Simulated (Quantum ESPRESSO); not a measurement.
Ga3AlAs3Si, a curve over one atom's position

Computed values, not a measurement. The program is pw.x of Quantum ESPRESSO 7.5 (plane-wave density functional theory). The cell is made up: 8 atoms on a zincblende/diamond lattice, with randomly drawn elements, strain and displacements, not relaxed. PseudoDojo standard norm-conserving files (v0.5 for PBE, v0.4.1 for LDA and PBEsol) set the functional; there is no spin polarisation, spin-orbit coupling or dispersion term, and the masses in the input are unused placeholders. A spin-polarised start on this cell or one of its family kept no moment.

Seven runs move atom 1 (Ga, counted in the order of the input) along z and keep all else fixed.

Input of the run at -0.0276:

```
&control calculation='scf', pseudo_dir='./dojo.nc.sr.pbe.v0_5.standard.upf', outdir='./o', disk_io='low', tprnfor=.true., tstress=.true. /
&system ibrav=0, nat=8, ntyp=4, nbnd=56, ecutwfc=84.00895049, nosym=.true., tot_charge=0,
 occupations='smearing', smearing='fd', degauss=0.0073498644
/
&electrons conv_thr=7.350e-09, electron_maxstep=60, /
ATOMIC_SPECIES
Al 1.0 Al.upf
As 1.0 As.upf
Ga 1.0 Ga.upf
Si 1.0 Si.upf
CELL_PARAMETERS angstrom
5.909 -0.0402 0.0058
-0.0402 6.0176 -0.0742
0.0058 -0.0742 5.8619
ATOMIC_POSITIONS angstrom
Ga 0.0238 -0.0552 0.028
Al -0.1054 2.9489 2.8657
Ga 2.8533 -0.1087 2.912
Ga 3.0 2.9361 -0.037
As 1.4157 1.4364 1.4207
Si 1.3497 4.4286 4.2671
As 4.4644 1.4315 4.3494
As 4.4763 4.4399 1.4275
K_POINTS automatic
6 6 6 1 1 1
```

```
shift of atom 1 along z (Å)  free energy less that of the input shown (eV)  Fx on atom 1 (eV/Å)  Fy on atom 1 (eV/Å)  Fz on atom 1 (eV/Å)  pressure (GPa)  iterations
                    -0.1622                                        -0.0380               -0.009                0.051                0.118           -4.35          10
                    -0.0669                                        -0.0223                0.043               -0.080               -0.451           -4.31          10
                    -0.0276                                         0.0000                0.056               -0.129               -0.687           -4.26          10
                    +0.0416                                         0.0618                0.070               -0.209               -1.100           -4.13          10
                    +0.0689                                         0.0940                0.073               -0.239               -1.262           -4.06          10
                    +0.0864                                         0.1170                0.073               -0.257               -1.365           -4.02          10
                    +0.1510                                         0.2173                0.069               -0.321               -1.739           -3.82          10
```

A cubic fit gives dFz/dz = -5.99 eV/Å² at zero shift. Across the table the free energy follows the integral of the force to within 0.3 meV. A rerun of one of the cells at 1437 eV and a 8 x 8 x 8 mesh moved values by no more than 0.002 eV in energy, 0.02 GPa in stress and 0.004 eV/Å in force.